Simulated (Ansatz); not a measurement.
TiO₂, DFT, LDA, all-electron PAW with datasets made for the crystal, scalar-relativistic (Ansatz 0.2.0), run on 2 threads of Intel(R) Xeon(R) 6975P-C (Granite Rapids) on a shared host.

The cell comes from COD entry 9009086, which wasn't checked; take it as a given geometry. The listed cell was then made from it by scaling, straining or moving an atom.

Command: `ansatz run input.yaml --threads 2 --pin off --max-ram 8192MiB --backend cpu --events-out ev --progress --plain --runs-dir out`

```yaml
crystal:
  lattice:
    - [-1.8925, 1.8925, 4.89971]
    - [1.8925, -1.8925, 4.89971]
    - [1.8925, 1.8925, -4.89971]
  atoms:
    - { symbol: Ti, position: [0.0, 0.0, 0.0] }
    - { symbol: Ti, position: [0.75, 0.25, 0.5] }
    - { symbol: O, position: [0.2066, 0.2066, 0.0] }
    - { symbol: O, position: [0.9566, 0.4566, 0.5] }
    - { symbol: O, position: [0.5434, 0.0434, 0.5] }
    - { symbol: O, position: [0.7934, 0.7934, 0.0] }
kpoints:
  mp_grid: { grid: [13, 13, 13] }
scf:
  occupations: { method: fermi_dirac, width: 0.08 }
hamiltonian:
  xc: lda
  pseudopotentials: { kind: all_electron, datasets: crystal }
output:
  forces: true
  stress: true
  eigenvalues: true
  efg: { contact_densities: true }
```

(1) How large is the problem that the program sets up?

(2) About how long does it take, and how much memory does it use?

(3) And the same cell and mesh by PAW (frozen-core files), asked for forces, stress, eigenvalues, efg, on the same hardware?

## Answers

(1) 196 irreducible k-points, 1589 plane waves at Γ, 30 bands.

(2) 35 s of wall time for 11 SCF iterations, with a peak of 1.8 GiB. Times on shared machines scatter by tens of per cent.

(3) 7.1 s, peak memory 0.6 GiB.
